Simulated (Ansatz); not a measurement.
# Kick test of a cell of Sn3GeO4

The cell was found from a structure generator's guess, not taken from experiment.

Computed with DFT PBE, scalar-relativistic, plane waves, PAW in Ansatz 0.2.0. Settings: cutoff 420 eV, Γ-centred mesh 8×8×4 on the computed 8-atom cell, Gaussian smearing of 0.02 eV; no spin polarisation.

The cell below (8 atoms, space group Cm (No. 8)) is relaxed within its symmetry.

```yaml
crystal:
  lattice:
    - [2.71627, -2.70865, 0.00000]
    - [2.71627, 2.70865, 0.00000]
    - [-0.09982, 0.00000, 9.87555]
  atoms:
    - { symbol: Sn, position: [0.25673, 0.25673, 0.87408] }
    - { symbol: Sn, position: [0.25005, 0.25005, 0.35823] }
    - { symbol: Sn, position: [0.75218, 0.75218, 0.63667] }
    - { symbol: Ge, position: [0.70867, 0.70867, 0.13954] }
    - { symbol: O, position: [0.27063, 0.75358, 0.24059] }
    - { symbol: O, position: [0.75427, 0.25388, 0.75515] }
    - { symbol: O, position: [0.25388, 0.75427, 0.75515] }
    - { symbol: O, position: [0.75358, 0.27063, 0.24059] }
```

For the test it was strained at random (σ = 1.5 % a component), the atoms were moved at random (σ = 0.05 Å), and all was relaxed again on a coarse 4×4×2 mesh (in the run’s order of axes) with 0.10 eV smearing, with no symmetry imposed.

No dispersion correction is applied, so the spacing and binding between layers, chains or molecules are poorly described.

**Question.** Does it come back?

**Answer.** It returns, within 1 meV/atom of the unmoved cell on that mesh and with the same symmetry when read at 0.1 Å (P1 at 0.01 Å, so small strains and shifts remain). No instability shows in this cell; modes of other wave vectors, which need another repeat, aren't tested. Another cell of Sn3GeO4 relaxed alike, in Cm, lies 13 meV/atom lower, so this cell isn't the stable form at this level.
